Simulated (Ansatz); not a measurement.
W$_{3}$N in space group Fm-3m (No. 225; N on 4a, W on 4b, W on 8c) at seven volumes, PBE in the plane-wave PAW code Ansatz, scaled uniformly. One row is withheld.

```csv
V (Å³/atom),P (GPa)
13.144,27.47
13.577,16.97
14.010,7.93
14.444,0.00
14.877,?
15.310,-12.61
15.744,-17.57
```

**Question.** Fit the shown pressures and predict the withheld one.

**Answer.** Third-order Birch–Murnaghan: P = (3/2)B₀(x^(7/2) − x^(5/2))[1 + (3/4)(B′ − 4)(x − 1)] with x = (V₀/V)^(2/3). Least squares on the six rows gives V₀ = 14.446 Å³/atom, B₀ = 242.1 GPa, B′ = 3.90. At V = 14.877, x = 0.9806 and P = -6.72 GPa. The run itself gave -6.81 GPa.

The cell is a constructed one: a structure type filled with these elements; neither database checked (COD, Materials Project) lists it. Whether it is the stable phase at ambient conditions was not checked. The PBE relaxation kept the symmetry of its start; its stability against distortions is not shown here. No spin polarisation was allowed. Scalar-relativistic: spin–orbit coupling is off unless named, which matters more the heavier the elements.

Potentials: the earlier of the program's two PAW sets.
